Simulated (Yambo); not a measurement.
# Optical response of KCl at +2 % isotropic strain

```
KCl
1.0
    0.00000     3.18333     3.18333
    3.18333     0.00000     3.18333
    3.18333     3.18333     0.00000
Cl K
1 1
Direct
  0.50000   0.50000   0.50000
  0.00000   0.00000   0.00000
```

Yambo, RPA with local fields on PBEsol bands shifted by a G0W0 scissor of 3.15 eV; 10×10×10 mesh, 42 bands, 4 Ry local-field block, 0.2 eV broadening; field along x.

```
E (eV)  Im ε  Re ε  Im ε, independent particles
------  ----  ----  ---------------------------
0.0     0.00  1.93                         0.00
0.5     0.00  1.93                         0.00
1.0     0.00  1.93                         0.00
1.5     0.00  1.94                         0.00
2.0     0.00  1.95                         0.01
2.5     0.01  1.96                         0.01
3.0     0.01  1.97                         0.01
3.5     0.01  1.99                         0.01
4.0     0.01  2.02                         0.01
4.5     0.01  2.04                         0.02
5.0     0.02  2.08                         0.02
5.5     0.02  2.12                         0.03
6.0     0.02  2.17                         0.03
6.5     0.03  2.24                         0.04
7.0     0.04  2.33                         0.06
7.5     0.07  2.46                         0.09
8.0     0.16  2.67                         0.19
8.5     0.42  2.74                         0.48
9.0     0.66  2.75                         0.78
9.5     0.87  2.91                         1.10
10.0    1.09  3.03                         1.66
10.5    1.76  2.78                         2.77
11.0    2.39  2.04                         3.29
11.5    1.82  1.37                         2.42
12.0    1.25  1.30                         1.78
12.5    0.94  1.81                         1.90
13.0    1.44  2.17                         3.34
13.5    2.16  1.80                         3.46
14.0    2.22  1.08                         2.50
14.5    1.84  0.43                         1.52
15.0    1.11  0.35                         0.95
15.5    0.86  0.59                         0.94
16.0    0.74  0.70                         0.91
16.5    0.78  0.71                         0.97
17.0    0.54  0.67                         0.69
17.5    0.30  0.83                         0.53
18.0    0.26  1.15                         1.02
18.5    0.38  1.36                         1.91
19.0    0.66  1.49                         1.46
19.5    0.81  1.44                         0.95
20.0    1.10  1.36                         0.65
```

Structure narrower than a few tenths of an eV can come from the finite k mesh. Convergence of the RPA response with its 10×10×10 mesh was not tested. The scissor comes from a G0W0 run whose convergence isn't established. No excitonic effects at this level.

Geometry strained from the cell relaxed with PBEsol, atoms relaxed again.
